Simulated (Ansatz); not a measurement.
Level: HSE06, no spin polarisation; 420 eV; 3×3×2 Γ-centred mesh; fermi-dirac occupations (width 0.026 eV); Ansatz 0.2.0, fixed geometry.

Computed maps in the lattice plane spanned by a (left to right, 3.66 Å, 11 points from zero) and b (bottom to top, 3.66 Å, 11 points from zero), 90° apart, at height 0.000 along c. The fields are smooth PAW ones with compensation charges, not the true ones near nuclei.

Valence density. Digits on a logarithmic scale: 0 up to 0.03 e/Å³, each further digit a factor of 1.6, 9 from 1.3 e/Å³ up:
```
99965555699
99765665679
66667887666
55579999755
55689999865
55689999865
55579999755
66667887666
99765665679
99965555699
99965555699
```

The cell is LiGaFe. Which atoms lie within 0.2 Å of this plane, and where (fractions of a and b)?

Fe at (0.00, 0.00), Fe at (0.50, 0.50). The whole cell:
```
Fe Li Ga
1.0
     3.66028    0.00000    0.00000
     0.00000    3.66028    0.00000
     0.00000    0.00000    6.15443
Fe Li Ga
2 2 2
Direct
  0.00000 0.00000 0.00000
  0.50000 0.50000 0.00000
  0.50000 0.00000 0.76000
  0.00000 0.50000 0.24000
  0.50000 0.00000 0.24000
  0.00000 0.50000 0.76000
```

Origin: a known structure type with other elements, at an estimated volume, so it need not be a known compound. Caveats: no spin polarisation, so a magnetic state may lie lower; hybrid functional on a coarse k mesh; atoms or cell far from equilibrium.
